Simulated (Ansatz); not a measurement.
Total density of states per atom from DFT-PBE in the program Ansatz with PAW potentials, in 0.25 eV bins, energy from the Fermi level:

(E (eV), states/eV/atom): (-7.85, 0.29); (-7.60, 0.30); (-7.35, 0.18); (-7.10, 0.36); (-6.85, 0.26); (-6.60, 0.18); (-6.35, 0.17); (-6.10, 0.20); (-5.85, 0.29); (-5.60, 0.53); (-5.35, 0.33); (-5.10, 0.42); (-4.85, 0.31); (-4.60, 0.40); (-4.35, 0.44); (-4.10, 0.32); (-3.85, 0.35); (-3.60, 0.41); (-3.35, 0.46); (-3.10, 0.51); (-2.85, 0.70); (-2.60, 0.93); (-2.35, 1.13); (-2.10, 1.33); (-1.85, 0.70); (-1.60, 0.56); (-1.35, 0.41); (-1.10, 0.33); (-0.85, 0.22); (-0.60, 0.20); (-0.35, 0.20); (-0.10, 0.37); (0.15, 0.36); (0.40, 0.21); (0.65, 0.23); (0.90, 0.25); (1.15, 0.37); (1.40, 0.35); (1.65, 0.34); (1.90, 0.59); (2.15, 0.60); (2.40, 0.67); (2.65, 0.82); (2.90, 0.69); (3.15, 0.69); (3.40, 0.68); (3.65, 0.82); (3.90, 0.86); (4.15, 0.86); (4.40, 0.67); (4.65, 0.67)

Which of these materials gives this?
(A) Si, diamond
(B) SiRu, P2_13 (Si on 4a, Ru on 4a)
(C) TaSi2, P6_222 (Ta on 3d, Si on 6j)
(D) SiC, zinc blende

C, TaSi2, P6_222 (Ta on 3d, Si on 6j). Within 0.5 eV of the Fermi level: Ta 5d 68 %, Si 3p 23 %. Projections are on Löwdin-orthogonalised atomic valence shells; empty p or d shells of many metals are not among them.

The PBE relaxation kept the symmetry of its start. No spin polarisation was allowed. Scalar-relativistic: spin–orbit coupling is off unless named, which matters more the heavier the elements.

Potentials: the later of the program's two PAW sets.
